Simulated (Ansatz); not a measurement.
## Al3GaN4: enthalpy against pressure

Al3GaN4, Pm, a = 5.038 Å, b = 3.125 Å, c = 5.410 Å, β = 90.0°. The structure is a Materials Project entry; whether it is the stable form wasn't checked. Ansatz: r2SCAN, PAW, 500 eV, Γ-centred 6×8×4 mesh on 8 atoms, Gaussian smearing 0.02 eV; no spin polarisation. Cell and atoms are relaxed at each pressure, and no other structure is tried, so the rows at high pressure may lie past a change of phase. y is the enthalpy over the state at zero pressure; there V0 = 10.647 Å³/atom. The pressures are the targets, met within 0.02 GPa.

| P (GPa) | y (eV/atom) |
| --- | --- |
| -2.0 | ? |
| 0.0 | 0.0000 |
| 2.0 | 0.1323 |
| 5.0 | 0.3284 |
| 10.0 | 0.6497 |
| 20.0 | 1.2734 |

Fit y = c1 P + c2 P² + c3 P³ to the other rows, say what c1 and c2 mean, and predict the missing value.

Least squares on the rows shown. y = 0.066444 P − 0.00015619 P² + 8.7532×10⁻⁷ P³. Since dH/dP = V, c1 is V0: 0.066444 eV/GPa × 160.2 = 10.644 Å³ against 10.647; c2 = −V0/(2B0) gives B0 = 213 GPa, where a Birch–Murnaghan fit to the volumes of the same runs (not shown) gives 208 GPa. At P = -2.0 the fit asked for gives -0.1335 eV/atom. The run gave -0.1336 eV/atom, so the fit is 0.0001 eV/atom too high, a small miss on the scale of the series.